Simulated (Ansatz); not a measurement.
## How the functional moves the response of Y (P6_3/mmc) (LDA, PBEsol)

```
Y
1.0
     3.54195    0.00000    0.00000
    -1.77098    3.06742    0.00000
     0.00000    0.00000    5.51023
Y
2
Cartesian
  0.0000 2.0449 1.3776
  1.7710 1.0225 4.1327
```

This cell (29.93 Å³ an atom) was relaxed by PAW under LDA, and each functional gets its own cell relaxed so. Quantity: elastic moduli (Hill averages, relaxed ions; θ_D from sound speeds over directions).

Runs: (1) LDA, all-electron LAPW in Ansatz 0.2.0, scalar-relativistic; k mesh 14×14×8, strains of ±0.005, Fermi-Dirac smearing of 0.050 eV, basis error target 1 meV/atom. (2) PBEsol, all-electron LAPW in Ansatz 0.2.0, scalar-relativistic; k mesh 16×16×8, strains of ±0.008, Fermi-Dirac smearing of 0.100 eV, basis error target 0.5 meV/atom.

Under LDA: B = 44.9 GPa, G = 26.9 GPa, C11 = 78.6 GPa, C33 = 88.7 GPa, C44 = 26.2 GPa, ν = 0.250, θ_D = 248 K.

Question: Which way does PBEsol move the volume, and by how much?

Answer: a = 3.592, c = 5.614 Å, 31.37 Å³ an atom: 4.8 % larger.

Question: What does PBEsol give for these quantities?

Answer: 

```
quantity       LDA    PBEsol     change
       B  44.9 GPa  42.2 GPa       -6 %
       G  26.9 GPa  26.4 GPa       -2 %
     C11  78.6 GPa  77.1 GPa       -2 %
     C33  88.7 GPa  82.5 GPa       -7 %
     C44  26.2 GPa  25.6 GPa       -2 %
       ν     0.250     0.241       -4 %
     θ_D     248 K     248 K  under 1 %
```

Caveats: responses of metals move with mesh and smearing; elastic stability says nothing of phonons or of other phases.
